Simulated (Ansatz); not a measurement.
# MgRh (Pm-3m): phonons

Method: PBEsol, PAW on Ansatz 0.2.0's default frozen-core files (fitted under PBE), scalar-relativistic.

The cell is the relaxed one with its volume scaled by 0.985.

Command line:

```sh
ansatz run input.yaml --threads 1 --pin off --max-ram 3072MiB --backend cpu --events-out ev --progress --plain --runs-dir out
```

input.yaml:

```yaml
crystal:
  lattice:
    - [3.06791573145, 0.0, 0.0]
    - [0.0, 3.06791573145, 0.0]
    - [0.0, 0.0, 3.06791573145]
  atoms:
    - { symbol: Mg, position: [0.0, 0.0, 0.0] }
    - { symbol: Rh, position: [0.5, 0.5, 0.5] }
kpoints:
  mp_grid: { grid: [12, 12, 12] }
scf:
  occupations: { method: fermi_dirac, width: 0.1 }
hamiltonian:
  xc: pbesol
  pseudopotentials: { kind: paw }
phonons:
  qmesh: [2, 2, 2]
  qpath:
    path:
      - [0.0, 0.0, 0.0]
      - [0.0, 0.5, 0.0]
      - [0.5, 0.5, 0.0]
      - [0.0, 0.0, 0.0]
      - [0.5, 0.5, 0.5]
      - [0.0, 0.5, 0.0]
      - [0.5, 0.5, 0.5]
      - [0.5, 0.5, 0.0]
    npoints: 6
  temperatures: { t_min: 0, t_max: 1000, t_step: 100 }
```

The program printed:

```
Warning: RAYON_NUM_THREADS=1 ignored (pool sized by the plan → 1); use --threads N
Engine: ansatz 0.2.0, aarch64-unknown-linux-gnu
Pseudopotentials: kind: paw
Pseudopotential: Mg, paw, valence charge 10, recommended cutoff 420 eV (normal), Mg.paw.azcp
Pseudopotential: Rh, paw, valence charge 17, recommended cutoff 420 eV (normal), Rh.paw.azcp
Functional definition: PBEsol
  exchange = pbesol_x
  correlation = pbesol_c
Crystal: 4 atoms, lattice volume = 57.751 Å³
Basis set: ecut = 420 eV, 1173 PW (Γ), exchange–correlation on 48×48×90 points (8 copies of the dense FFT grid, shifted against one another)
Bands: 32, of which v1, the nominal top of the filled ones, is band 27 counted from 1 (26 counted from 0)
Symmetry: 32 space group operations
k-points: 112 of 864
Non-local potential: Mg, projectors of the file, l = 0: 3, l = 1: 2, l = 2: 1
Non-local potential: Rh, projectors of the file, l = 0: 3, l = 1: 2, l = 2: 2, l = 3: 1
PAW form: soft (Blöchl's): semilocal exchange-correlation on the pseudo side does not see the compensation charge
[... 157 lines left out ...]
  supercell 1 (2 cells, vectors [1, 0, 0], [0, 1, 0], [0, 0, 2] in multiples of the cell's): 4 displaced members by 0.0025 Å; free energy -16503.158087 eV; taken off its force constants: by the sum rule 4.4e-4, by the ...
  symmetry images taken by strict's conditions (phonons.symmetry_images: auto; settled by no image being taken that strict refuses)
  supercell 2 (2 cells, vectors [1, 0, 0], [0, 1, -1], [0, 0, 2] in multiples of the cell's): 2 displaced members by 0.0025 Å; free energy -16503.158087 eV; taken off its force constants: by the sum rule 6.6e-4, by the ...
  symmetry images taken by strict's conditions (phonons.symmetry_images: auto; settled by no image being taken that strict refuses)
  supercell 3 (2 cells, vectors [0, 1, -1], [-1, 1, 0], [0, 0, 2] in multiples of the cell's): 2 displaced members by 0.0025 Å; free energy -16503.158087 eV; taken off its force constants: by the sum rule 4.0e-4, by the ...
  symmetry images taken by strict's conditions (phonons.symmetry_images: auto; settled by no image being taken that strict refuses)
  q = [0.0000, 0.0000, 0.0000] (star 1, supercell 1; hermiticity 0.00e0, symmetrization 1.03e-5): -0.00 -0.00 0.00 293.69 293.69 293.69
  q = [0.0000, 0.0000, -0.5000] (star 3, supercell 1; hermiticity 9.31e-17, symmetrization 3.25e-16): 141.65 141.65 147.19 264.61 264.61 337.35
  q = [0.0000, -0.5000, -0.5000] (star 3, supercell 2; hermiticity 1.13e-16, symmetrization 6.98e-16): 75.17 75.17 154.52 261.02 339.40 339.40
  q = [-0.5000, -0.5000, -0.5000] (star 1, supercell 3; hermiticity 9.65e-17, symmetrization 6.73e-16): 144.04 144.04 144.04 327.66 327.66 327.66
  joined force constants: q→R imaginary residual 2.76e-17
  density of states and harmonic sums: on the 20×20×20 q-mesh, interpolated from the force constants of a 2×2×2 supercell (no non-analytic term)
  largest difference from the sums on the solved wave vectors: F 7.07e-2 eV, S 1.03e-4 and C_V 3.23e-5 eV/K
```

The run converged.

### Phonons on the q mesh

Harmonic phonons of a crystal by Kohn-Sham DFT at the given cell, standard atomic masses, acoustic sum rule imposed; negative wavenumbers are unstable modes; one row a degenerate set, branches counted upwards.

```
Unstable phonons : no
```

| point | q a (r.l.u.) | q b (r.l.u.) | q c (r.l.u.) | branch | phonon wavenumber (cm⁻¹) | degeneracy |
| --- | --- | --- | --- | --- | --- | --- |
| Gamma | 0 | 0 | 0 | 4 | 293.7 | 3 |
| X | 0.5 | 0 | 0 | 1 | 141.6 | 2 |
| X | 0.5 | 0 | 0 | 3 | 147.2 | 1 |
| X | 0.5 | 0 | 0 | 4 | 264.6 | 2 |
| X | 0.5 | 0 | 0 | 6 | 337.4 | 1 |
| M | 0.5 | 0.5 | 0 | 1 | 75.2 | 2 |
| M | 0.5 | 0.5 | 0 | 3 | 154.5 | 1 |
| M | 0.5 | 0.5 | 0 | 4 | 261 | 1 |
| M | 0.5 | 0.5 | 0 | 5 | 339.4 | 2 |
| R | 0.5 | 0.5 | 0.5 | 1 | 144 | 3 |
| R | 0.5 | 0.5 | 0.5 | 4 | 327.7 | 3 |

**Zone-centre phonons**

Optical zone-centre levels upwards with Mulliken labels, activity, and the element with most of the kinetic energy.

| Quantity | Value |
| --- | --- |
| Point group | m-3m |

```csv
number,phonon wavenumber (cm⁻¹),label,infrared,raman,lead element
1,293.7,T1u,yes,no,Mg
```

**Harmonic thermodynamics**

Sums over wave vectors interpolated from the q mesh.

```
Zero point energy : 39.22 meV/atom
```

```
temperature (K)  phonon heat capacity (k_B/atom)  phonon entropy (k_B/atom)  phonon free energy (meV/atom)
            100                            1.559                      1.044                          36.05
            200                             2.43                      2.448                          20.75
            300                            2.717                      3.498                          -5.09
            400                            2.834                      4.298                         -38.82
            500                            2.892                      4.937                          -78.7
            600                            2.924                      5.467                         -123.6
            700                            2.944                       5.92                         -172.7
            800                            2.957                      6.314                         -225.4
            900                            2.966                      6.662                         -281.4
           1000                            2.972                      6.975                         -340.2
```

Known limits: frozen-core PAW files fitted under PBE, their cores solved anew for the functional of the run; responses of metals move with mesh and smearing; cell scaled away from its relaxed volume; activity by symmetry alone, a metal screens infrared modes; coarse q mesh.

Cost: 4.4 min on 1 thread of Arm Neoverse V1, with other jobs on the host, peak memory 0.71 GiB.
